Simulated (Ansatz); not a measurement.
YN:
```cif
data_NY
_chemical_formula_sum 'Y1 N1'
_space_group_name_H-M_alt 'P 1'
_space_group_IT_number 1
_cell_length_a 3.46907
_cell_length_b 3.46907
_cell_length_c 3.46907
_cell_angle_alpha 60.000
_cell_angle_beta 60.000
_cell_angle_gamma 60.000
loop_
_space_group_symop_operation_xyz
  'x, y, z'
loop_
_atom_site_label
_atom_site_type_symbol
_atom_site_fract_x
_atom_site_fract_y
_atom_site_fract_z
_atom_site_occupancy
Y1 Y 0.50000 0.50000 0.50000 1
N1 N 0.00000 0.00000 0.00000 1
```

Relaxed with PBE.

Problem. Which orbitals make up the states near the band edges in PBE in the plane-wave PAW code Ansatz?

Solution. Top 1 eV of the valence band: N 2p 80 %, Y 4d 16 %. Bottom 1 eV of the conduction band: Y 4d 82 %, N 2p 17 %. Projections are on Löwdin-orthogonalised atomic valence shells; empty p or d shells of many metals are not among them.

Problem. Tabulate the density of states.

Solution. States/eV per cell of 2 atoms, in 0.25 eV bins, energy from the valence-band maximum.

```
E (eV)  total  N 2p  Y 4d  Y 5s
------  -----  ----  ----  ----
-7.85    0.00  0.00  0.00  0.00
-7.60    0.00  0.00  0.00  0.00
-7.35    0.00  0.00  0.00  0.00
-7.10    0.00  0.00  0.00  0.00
-6.85    0.00  0.00  0.00  0.00
-6.60    0.00  0.00  0.00  0.00
-6.35    0.00  0.00  0.00  0.00
-6.10    0.00  0.00  0.00  0.00
-5.85    0.00  0.00  0.00  0.00
-5.60    0.00  0.00  0.00  0.00
-5.35    0.00  0.00  0.00  0.00
-5.10    0.00  0.00  0.00  0.00
-4.85    0.00  0.00  0.00  0.00
-4.60    0.00  0.00  0.00  0.00
-4.35    0.00  0.00  0.00  0.00
-4.10    0.00  0.00  0.00  0.00
-3.85    0.21  0.10  0.08  0.02
-3.60    0.43  0.22  0.15  0.04
-3.35    0.75  0.41  0.24  0.07
-3.10    1.27  0.74  0.36  0.12
-2.85    1.35  0.82  0.34  0.13
-2.60    1.34  0.85  0.29  0.14
-2.35    0.95  0.63  0.20  0.08
-2.10    2.11  1.41  0.60  0.05
-1.85    3.65  2.53  0.98  0.03
-1.60    4.73  3.35  1.14  0.01
-1.35    2.61  1.84  0.66  0.01
-1.10    1.80  1.33  0.41  0.00
-0.85    1.46  1.13  0.27  0.00
-0.60    0.99  0.82  0.13  0.00
-0.35    0.27  0.24  0.03  0.00
-0.10    0.07  0.06  0.00  0.00
0.15     0.00  0.00  0.00  0.00
0.40     0.03  0.00  0.02  0.00
0.65     0.09  0.01  0.08  0.00
0.90     0.14  0.02  0.11  0.00
1.15     0.20  0.04  0.16  0.00
1.40     0.25  0.05  0.20  0.00
1.65     0.30  0.06  0.24  0.00
1.90     0.36  0.07  0.28  0.00
2.15     0.41  0.07  0.33  0.00
2.40     0.48  0.08  0.38  0.00
2.65     0.55  0.09  0.43  0.00
2.90     0.66  0.11  0.52  0.01
3.15     0.79  0.13  0.62  0.01
3.40     0.80  0.14  0.62  0.02
3.65     0.88  0.15  0.68  0.02
3.90     0.88  0.14  0.69  0.02
4.15     0.81  0.11  0.64  0.02
4.40     0.91  0.12  0.70  0.03
4.65     0.99  0.13  0.75  0.05
4.90     1.10  0.15  0.82  0.06
```

Space group Fm-3m (rock salt). Symmetry was held in the PBE relaxation. No spin polarisation was allowed. Scalar-relativistic: spin–orbit coupling is off unless named, which matters more the heavier the elements.

Potentials: the later of the program's two PAW sets.
